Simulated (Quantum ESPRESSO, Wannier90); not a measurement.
**Wannier functions of Sb (R-3m)**

Structure: Materials Project mp-104, symmetrised, not relaxed again. This is the element's usual structure. Computed values, not measurements, from PBEsol: Quantum ESPRESSO (norm-conserving PseudoDojo potentials, cutoff 64 Ry, no spin polarisation, no spin-orbit coupling) on a Γ-centred 8×8×8 mesh, then Wannier90. Density: 8×8×8 mesh, cold smearing 0.01 Ry. The cell is built of weakly bound layers, chains or molecules, whose nearest atoms lie 3.43 Å apart. Database cells relaxed without dispersion often hold them too far apart, which can enlarge gaps and weakens couplings between them; spacing and stacking were not compared with the measured crystal. Spin-orbit coupling is left out although heavy elements are present.

Input w.win:

```
num_bands = 15
num_wann = 8
exclude_bands = 1-10
num_iter = 0
conv_tol = 1.0e-6
conv_window = 4
dis_num_iter = 1000
dis_conv_tol = 1.0e-6
dis_froz_max = 11.32
write_hr = true
write_u_matrices = true
begin projections
Sb: s;p
end projections
begin unit_cell_cart
ang
   -2.1770649586    3.7707871196    0.0000000000
   -4.3541299171    0.0000000000    0.0000000000
   -2.1770649586    1.2569290399    3.8298800000
end unit_cell_cart
begin atoms_frac
Sb  -0.2682600000 -0.2682600000 -0.1952200000
Sb   0.2682600000  0.2682600000  0.1952200000
end atoms_frac
mp_grid = 8 8 8
begin kpoints
0.0000000000 0.0000000000 0.0000000000
0.0000000000 0.0000000000 0.1250000000
0.0000000000 0.0000000000 0.2500000000
... (509 more lines: the 8x8x8 mesh through Gamma)
end kpoints
```

On the energy scale of pw.x, whose zero is arbitrary, the Fermi level lies at 9.82 eV. Lines of w_hr.dat (R1 R2 R3 m n Re Im, eV) for R = 0 and one of the shortest lattice vectors, rounded to 0.01 eV, lines under 0.02 eV left out; orbitals in order: Sb1 s, Sb1 pz, Sb1 px, Sb1 py, Sb2 s, Sb2 pz, Sb2 px, Sb2 py.

```
    0    0    0    1    1     1.44     0.00
    0    0    0    2    1     0.06     0.00
    0    0    0    1    2     0.06     0.00
    0    0    0    2    2     9.35     0.00
    0    0    0    6    2     0.04     0.00
    0    0    0    3    3     9.36     0.00
    0    0    0    4    4     9.36     0.00
    0    0    0    5    5     1.44     0.00
    0    0    0    6    5    -0.06     0.00
    0    0    0    2    6     0.04     0.00
    0    0    0    5    6    -0.06     0.00
    0    0    0    6    6     9.35     0.00
    0    0    0    7    7     9.36     0.00
    0    0    0    8    8     9.36     0.00
   -1    0    0    2    2    -0.06     0.00
   -1    0    0    3    2    -0.05     0.00
   -1    0    0    4    2    -0.06     0.00
   -1    0    0    2    3    -0.08     0.00
   -1    0    0    4    3    -0.15     0.00
   -1    0    0    3    4    -0.06     0.00
   -1    0    0    4    4     0.12     0.00
   -1    0    0    1    5    -0.88     0.00
   -1    0    0    2    5    -0.81     0.00
   -1    0    0    3    5     1.17     0.00
   -1    0    0    4    5     0.68     0.00
   -1    0    0    1    6     0.81     0.00
   -1    0    0    2    6     0.07     0.00
   -1    0    0    3    6    -1.10     0.00
   -1    0    0    4    6    -0.64     0.00
   -1    0    0    6    6    -0.06     0.00
   -1    0    0    7    6    -0.08     0.00
   -1    0    0    1    7    -1.17     0.00
   -1    0    0    2    7    -1.10     0.00
   -1    0    0    3    7     0.98     0.00
   -1    0    0    4    7     0.95     0.00
   -1    0    0    6    7    -0.05     0.00
   -1    0    0    8    7    -0.06     0.00
   -1    0    0    1    8    -0.68     0.00
   -1    0    0    2    8    -0.64     0.00
   -1    0    0    3    8     0.95     0.00
   -1    0    0    4    8    -0.12     0.00
   -1    0    0    6    8    -0.06     0.00
   -1    0    0    7    8    -0.15     0.00
   -1    0    0    8    8     0.12     0.00
```
